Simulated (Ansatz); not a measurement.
Space group Fm-3m (No. 225). a = 5.318 Å, b = 5.318 Å, c = 5.318 Å, α = 90.00°, β = 90.00°, γ = 90.00°
```tsv
atom	site	symmetry	x	y	z
K	4a	m-3m	0.0000	0.0000	0.0000
F	4b	m-3m	0.5000	0.0000	0.0000
```

Equation of state of this KF structure (not necessarily the ground state), with shape and atoms relaxed at each volume where symmetry leaves them free. The calculation used DFT r2SCAN, scalar-relativistic, plane waves, PAW in Ansatz.

Settings: cutoff 500 eV, Γ-centred mesh 8×8×8 on the computed 2-atom cell, Gaussian smearing of 0.02 eV; no spin polarisation.

| V (Å³/atom) | E − E(largest V) (meV/atom) | P (GPa) | gap on mesh (eV) |
| --- | --- | --- | --- |
| 17.668 | 1.97 | 2.56 | 7.26 |
| 18.232 | -4.53 | 1.17 | 7.08 |
| 18.795 | -6.56 | 0.01 | 6.91 |
| 19.359 | -4.85 | -0.96 | 6.75 |
| 19.923 | 0.00 | -1.77 | 6.60 |

Task: Fit a third-order Birch–Murnaghan equation to E(V).

Result: V0 = 18.80 Å³/atom, B0 = 35 GPa, B0' = 4.9.

Cost: 5 runs of about 0.23 core-minutes in all, on Arm Neoverse V2 (shared hosts).